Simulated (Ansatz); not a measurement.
One crystal and one scan (energy against volume) at two levels, PBE (plane waves to 420 eV, PAW, scalar-relativistic; Ansatz, a program for electronic structure) and r2SCAN (plane waves to 500 eV, PAW, scalar-relativistic; Ansatz), each from its own relaxed cell and on its own mesh. The cell shown is that of PBE.

La₂O₃ (A-La2O3 type, space group P-3m1)

```
La2O3
1.0
    3.94042     0.00000     0.00000
   -1.97021     3.41251     0.00000
    0.00000     0.00000     6.18831
La O
2 3
Direct
  0.33333   0.66667   0.24738
  0.66667   0.33333   0.75262
  0.00000   0.00000   0.00000
  0.33333   0.66667   0.64529
  0.66667   0.33333   0.35471
```

The volume is varied about the relaxed value V₀ at fixed cell shape. The atoms relax within the cell's symmetry.

The energy includes the smearing's −TS. La2O3 is run without spin polarisation. La2O3 was relaxed with its symmetry unable to fall. The PAW data are Ansatz's earlier set. With the shape held, the modulus is that of even scaling; a crystal free to change shape is softer. Both scans cover V/V₀ from 0.940 to 1.060.

ΔE (meV/atom), each from the relaxed starting cell of its own level:

```csv
V/V₀,PBE,r2SCAN
0.940,24.8,26.4
0.955,13.6,14.5
0.970,5.9,withheld
0.985,1.4,1.5
1.000,0.0,0.0
1.015,1.3,1.4
1.030,5.2,5.6
1.045,11.5,12.3
1.060,19.9,21.3
```

Estimate the r2SCAN value at 0.970 from the PBE value there and the ratio of the two levels in the two nearest given rows on that side of the minimum.

At 0.955 and 0.940 the ratio r2SCAN/PBE averages 1.065, which gives 1.065 × 5.9 = 6.3 meV/atom. The calculation gives 6.3 meV/atom, +6.8 % against PBE.

(Under strain, the slope of the energy per volume gives the stress and its curvature an elastic modulus.)
